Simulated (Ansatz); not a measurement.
SrMg2FeH8:
```yaml
crystal:
  lattice:
    - [4.44498, 0.00000, 0.00000]
    - [-2.22249, 3.84947, 0.00000]
    - [0.00000, 0.00000, 6.47242]
  atoms:
    - { symbol: Sr, position: [0.00000, 0.00000, 0.50000] }
    - { symbol: Mg, position: [0.66667, 0.33333, 0.87630] }
    - { symbol: Mg, position: [0.33333, 0.66667, 0.12370] }
    - { symbol: Fe, position: [0.00000, 0.00000, 0.00000] }
    - { symbol: H, position: [0.32249, 0.16125, 0.14601] }
    - { symbol: H, position: [0.67751, 0.83875, 0.85399] }
    - { symbol: H, position: [0.83875, 0.16125, 0.14601] }
    - { symbol: H, position: [0.16125, 0.83875, 0.85399] }
    - { symbol: H, position: [0.83875, 0.67751, 0.14601] }
    - { symbol: H, position: [0.16125, 0.32249, 0.85399] }
    - { symbol: H, position: [0.66667, 0.33333, 0.58005] }
    - { symbol: H, position: [0.33333, 0.66667, 0.41995] }
```

Relaxed with PBEsol.

Task: Give the Bader charges and basin volumes of the independent atoms, the program Ansatz at the PBEsol level (PAW).

Result: 

```json
[
 {"atom": "Sr1", "Bader charge (e)": "+1.45", "Bader volume (Å³)": "18.4"},
 {"atom": "Mg2", "Bader charge (e)": "+1.62", "Bader volume (Å³)": "5.7"},
 {"atom": "Fe4", "Bader charge (e)": "-0.10", "Bader volume (Å³)": "12.0"},
 {"atom": "H5", "Bader charge (e)": "-0.52", "Bader volume (Å³)": "7.3"},
 {"atom": "H11", "Bader charge (e)": "-0.74", "Bader volume (Å³)": "12.5"}
]
```

Space group P-3m1. The workflow started from a Materials Project entry (that database holds measured and hypothetical structures alike); the Crystallography Open Database copy checked does not list it. Whether it is the stable phase at ambient conditions was not checked. The cell was relaxed with PBEsol under the symmetry of its start; its stability against distortions is not shown here. No spin polarisation was allowed.

Potentials: the later of the program's two PAW sets.
